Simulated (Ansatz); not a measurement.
Ansatz input

```yaml
crystal:
  lattice:
    - [3.0538279201, 0.0, 0.0]
    - [0.0, 3.0538279201, 0.0]
    - [0.0, 0.0, 3.0538279201]
  atoms:
    - { symbol: Pd, position: [0.0, 0.0, 0.0], spin: 0.5 }
    - { symbol: Pd, position: [0.5, 0.5, 0.5], spin: -0.5 }
hamiltonian:
  xc: lda
  pseudopotentials:
    kind: paw
    azcp:
      Pd: "pseudopotentials/Pd.paw.azcp"
basis:
  ecutwfc: 420
  fft_grid_basis: typed
kpoints:
  mp_grid: { grid: [17, 17, 17], shift: [0, 0, 0] }
magnetization:
  spin_polarized: true
scf:
  occupations: { method: fermi_dirac, width: 0.05 }
```

Output

```
Warning: the record states the generating functional pbe (its physics header spells it `PBE`), which answers neither for hamiltonian.xc's functional nor for the lda family's — results may be inconsistent (PPs are generated against a specific XC)
Engine: ansatz 0.2.0, aarch64-unknown-linux-gnu
Pseudopotentials: kind: paw
Pseudopotential: Pd, paw, valence charge 18, recommended cutoff 420 eV (normal) 
Functional definition: SPW92
  exchange = slater_x
  correlation = pw_c
Crystal: 2 atoms, lattice volume = 28.480 Å³
Basis set: ecut = 420 eV, 587 PW (Γ)
Bands: 23, of which v1, the nominal top of the filled ones, is band 18 counted from 1 (17 counted from 0)
Symmetry: 48 space group operations
Space group: Pm-3m (ITA 221), of the structure as read, at distance tolerance 3.1e-5 Å
Magnetic group: BNS 221.97 (UNI 1599), of the structure as read, at distance tolerance 3.1e-5 Å
k-points: 165 of 4913
Non-local potential: Pd, projectors of the file, l = 0: 2, l = 1: 2, l = 2: 2, l = 3: 1
PAW form: soft (Blöchl's): semilocal exchange-correlation on the pseudo side does not see the compensation charge
PAW frozen core: Pd, regenerated for the run's functional, and the local potential with it (the file was generated under x = pbe(κ = 0.804, μ = 0.2195149727645171), c = pbe(β = 0.06672455060314922))
PAW one-centre angular grid: Pd, 590 points (default); XC on 64 Gauss nodes
Initial density: superposition of atomic densities (chi_scale 0.1, normalization cell)
Starting moments: Σ|m| = 1 μB on 2 of 2 sites
Starting magnetic order: antiferromagnet; a translation exchanges its spin sublattices: spin-degenerate at every k-point
Initial wavefunctions: pseudopotential atomic-orbital guess
Functional: x = slater, c = lda
SCF iter   1: F=—  HF=-13691.371350 eV  |F-HF|=—  |Δ(HF+E_count)|=         —  Δρ=9.09e-2 (↑9.09e-2 ↓9.09e-2)  dr2=8.07e0  dr2_m=2.15e-1  M=0.000 μB ∫|m|=0.220 μB  β_m=0.30  ethr=3.10e-3  ⟨swp⟩=5.6  Hψ=16003  notcnv=0
SCF iter   2: F=—  HF=-13689.849754 eV  |F-HF|=—  |Δ(HF+E_count)|=    1.52e0  Δρ=5.54e-2 (↑5.54e-2 ↓5.54e-2)  dr2=2.76e0  dr2_m=1.30e-1  M=0.000 μB ∫|m|=0.158 μB  β_m=0.30  ethr=3.10e-3  ⟨swp⟩=2.1  Hψ=7319  notcnv=0  defer=39
SCF iter   3: F=—  HF=-13689.047623 eV  |F-HF|=—  |Δ(HF+E_count)|=   8.02e-1  Δρ=2.22e-2 (↑2.22e-2 ↓2.22e-2)  dr2=8.28e-2  dr2_m=7.78e-2  M=0.000 μB ∫|m|=0.111 μB  β_m=0.30  ethr=3.10e-3  ⟨swp⟩=2.2  Hψ=6413  notcnv=0  defer=39
SCF iter   4: F=—  HF=-13689.045110 eV  |F-HF|=—  |Δ(HF+E_count)|=   2.51e-3  Δρ=1.32e-2 (↑1.32e-2 ↓1.32e-2)  dr2=6.86e-4  dr2_m=4.53e-2  M=0.000 μB ∫|m|=0.083 μB  β_m=0.30  ethr=2.30e-4  ⟨swp⟩=2.1  Hψ=8575  notcnv=0  defer=47
SCF iter   5: F=—  HF=-13689.051370 eV  |F-HF|=—  |Δ(HF+E_count)|=   6.26e-3  Δρ=1.00e-2 (↑1.00e-2 ↓1.00e-2)  dr2=1.31e-4  dr2_m=2.62e-2  M=0.000 μB ∫|m|=0.063 μB  β_m=0.30  ethr=1.91e-6  ⟨swp⟩=2.0  Hψ=5398  notcnv=0  defer=47
SCF iter   6: F=—  HF=-13689.055521 eV  |F-HF|=—  |Δ(HF+E_count)|=   4.15e-3  Δρ=7.61e-3 (↑7.61e-3 ↓7.61e-3)  dr2=1.20e-6  dr2_m=1.51e-2  M=0.000 μB ∫|m|=0.048 μB  β_m=0.30  ethr=3.64e-7  ⟨swp⟩=2.0  Hψ=6739  notcnv=0  defer=47
SCF iter   7: F=—  HF=-13689.057271 eV  |F-HF|=—  |Δ(HF+E_count)|=   1.75e-3  Δρ=5.78e-3 (↑5.78e-3 ↓5.78e-3)  dr2=2.88e-7  dr2_m=8.73e-3  M=0.000 μB ∫|m|=0.037 μB  β_m=0.30  ethr=2.78e-10  ⟨swp⟩=4.0  Hψ=11827  notcnv=0
Mixer restart at iter 7: flushing history
spin-set hold released at iteration 7 (site moments contracting): the magnetisation degrees of freedom join the quasi-Newton model from the next iteration; the mixer history was flushed
SCF iter   8: F=—  HF=-13689.058280 eV  |F-HF|=—  |Δ(HF+E_count)|=   1.01e-3  Δρ=4.39e-3 (↑4.39e-3 ↓4.39e-3)  dr2=1.56e-7  dr2_m=5.04e-3  M=0.000 μB ∫|m|=0.028 μB  β_m=0.65  ethr=2.78e-10  ⟨swp⟩=4.0  Hψ=11518  notcnv=0
SCF iter   9: F=—  HF=-13689.059666 eV  |F-HF|=—  |Δ(HF+E_count)|=   1.39e-3  Δρ=3.82e-5 (↑3.82e-5 ↓3.82e-5)  dr2=5.45e-8  dr2_m=3.66e-7  M=0.000 μB ∫|m|=0.000 μB  β_m=0.82  ethr=2.78e-10  ⟨swp⟩=4.0  Hψ=12141  notcnv=0
SCF iter  10: F=—  HF=-13689.059666 eV  |F-HF|=—  |Δ(HF+E_count)|=   2.85e-7  Δρ=1.27e-5 (↑1.27e-5 ↓1.27e-5)  dr2=7.77e-8  dr2_m=2.15e-8  M=0.000 μB ∫|m|=0.000 μB  β_m=0.89  ethr=1.51e-10  ⟨swp⟩=3.0  Hψ=8051  notcnv=0
SCF iter  11: F=—  HF=-13689.059666 eV  |F-HF|=—  |Δ(HF+E_count)|=   6.54e-8  Δρ=1.57e-5 (↑1.57e-5 ↓1.57e-5)  dr2=2.42e-7  dr2_m=5.71e-10  M=0.000 μB ∫|m|=0.000 μB  β_m=0.65  ethr=1.51e-10  ⟨swp⟩=3.0  Hψ=8668  notcnv=0
SCF iter  12: F=—  HF=-13689.059666 eV  |F-HF|=—  |Δ(HF+E_count)|=   7.13e-8  Δρ=4.27e-7 (↑4.27e-7 ↓4.27e-7)  dr2=6.48e-12  dr2_m=4.51e-11  M=0.000 μB ∫|m|=0.000 μB  β_m=0.82  ethr=1.51e-10  ⟨swp⟩=1.0  Hψ=11144  notcnv=0
SCF iter  13: F=-13689.059666 eV  HF=-13689.059666 eV  |F-HF|=0.00e0  |Δ(HF+E_count)|=  3.09e-11  Δρ=2.06e-8 (↑2.06e-8 ↓2.06e-8)  dr2=7.32e-14  dr2_m=2.97e-14  M=0.000 μB ∫|m|=0.000 μB  ethr=1.00e-12  ⟨swp⟩=2.0  Hψ=6693  notcnv=0
SCF 1 converged in 13 iterations: F = -13689.059666 eV  dr2 = 7.32e-14
WARN: the starting moments were not kept: the SCF closed with an absolute magnetisation of 1.7e-7 μB, where they sum to 1 μB in size (2 sites). That is at most 0.1 of that sum. Measured as dr2_m measures the in/out step, that magnetisation stands 8.4e-15 eV from none, at or under the dr2_threshold of 1.0e-7 eV: it is no larger than a step whose dr2_m would equal this threshold. The system may hold no moment; this SCF shows only that its start led to no more than that. To try another start: raise the starting moments (crystal.atoms[].spin, magnetization.per_species, magnetization.initial_magnetization, or on a non-collinear deck that types none of these the spinor_matrix: blocks that start its atoms; where the total moment is fixed, keep their sum and leave initial_magnetization as it is; typed ones take the place of any that the run laid by itself, positive ones on a crystal's lanthanoids without a Hubbard term where scf.initial_density.shell_occupations: [] is typed) or, if the notice of its spin-set hold's release reads "site moments contracting" or "site moments show no strong build", lengthen the hold (scf.mixing.spin_hold: { on: { confirm: 4 } }; for m-r²SCAN on two components see the key's manual first). Each may lead to a state that holds a moment. A second SCF, from the converged charge density, with the starting moments and any scf.initial_density.shell_occupations laid on it anew, would have followed, and was not run: the deck does not ask for one (magnetization.retry_lost_moments is false, the default). To let it run, set magnetization.retry_lost_moments: true and run the deck again, where that key's refused combinations let it; where memory then withholds it, that run's warning says so.
SCF converged after 13 iterations
Magnetization: 0.0000 μB (18.0000 up, 18.0000 down)
Absolute magnetization: 0.0000 μB (∫|ρ↑−ρ↓|, with the PAW one-centre terms)
Spin contamination: 0.0000 ħ² per cell (⟨S²⟩ above its minimum at these occupations)
Per-site moments (μB) at R_I (Å): [(3.498111077822321e-8, 1.0909356800070278), (-3.498111077822321e-8, 1.0909356800070278)]
Free energy (F): -13689.059666 eV
Harris-Foulkes:  -13689.059666 eV  (|F-HF|=0.00e0)
Internal energy: -13689.039528 eV  (E = F + TS)
E sigma→0 (E₀):  -13689.049597 eV
Entropy (-TS):   -0.020138 eV (-10.069 meV/atom)
Fermi energy:    20.390308 eV
--- Per-component energies (eV) ---
  E_band       = -253.651730
  E_kinetic    = 1029.142912
  E_local      = -3406.371958  (includes V_loc(G=0)·N_el)
  E_nonlocal   = 445.896464
  E_hartree    = 1382.770293
  E_xc         = -336.250839
  E_vxc        = -423.830428  (∫ρ·V_xc dr)
  E_paw        = -7245.749886  (= ΣΔE_a)
  E_vpaw       = -664.029670  (= ΣTr[D̂ρ^β])
  E_aug_tail   = 0.000362  (compensation charges beyond the density's cutoff)
  E_ewald      = -5559.838342
  E_core_change = 1.361468  (= ΣΔE_core)
  E_smearing   = -0.020138  (= −TS)
  E_closure    = 0.000000  (closes the sum)
  Σ components = -13689.059666   (vs F -13689.059666, Δ=0.00e0)
```
